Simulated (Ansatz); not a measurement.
SnSeS in space group P3m1 (No. 156; Sn on 1b, Se on 1a, S on 1c) under volume change, DFT-r²SCAN+D4 in the program Ansatz with PAW potentials, shape and atoms relaxed at each volume.

```tsv
V (Å³/atom)	E − E(relaxed) (meV/atom)	P (GPa)
22.657	___	___
23.404	___	___
24.151	1.8	0.82
24.898	0.0	0.00
25.645	1.4	-0.53
26.391	4.8	-0.89
27.138	9.3	-1.07
```

**Question.** Complete the blanks.

**Answer.** 
- 23.404, E − E(relaxed) (meV/atom): 8.1
- 23.404, P (GPa): 1.96
- 22.657, E − E(relaxed) (meV/atom): 20.7
- 22.657, P (GPa): 3.50

**Question.** What does a third-order Birch–Murnaghan fit give for V₀, B₀ and B′?

**Answer.** V₀ = 24.91 Å³/atom, B₀ = 22.1 GPa, B′ = 11.9.

The first step of the workflow began from a Materials Project structure, measured or hypothetical; the Crystallography Open Database copy checked does not list it. With Se and S taken as one species the cell has the higher symmetry P-3m1, so it may be an ordered model of a mixed-site phase. Its standing as an ambient phase is unchecked. The r²SCAN+D4 relaxation kept the symmetry of its start; whether a distortion lowers the energy is not shown. Spin–orbit coupling is left out wherever it is not named.

Potentials: the later of the program's two PAW sets.
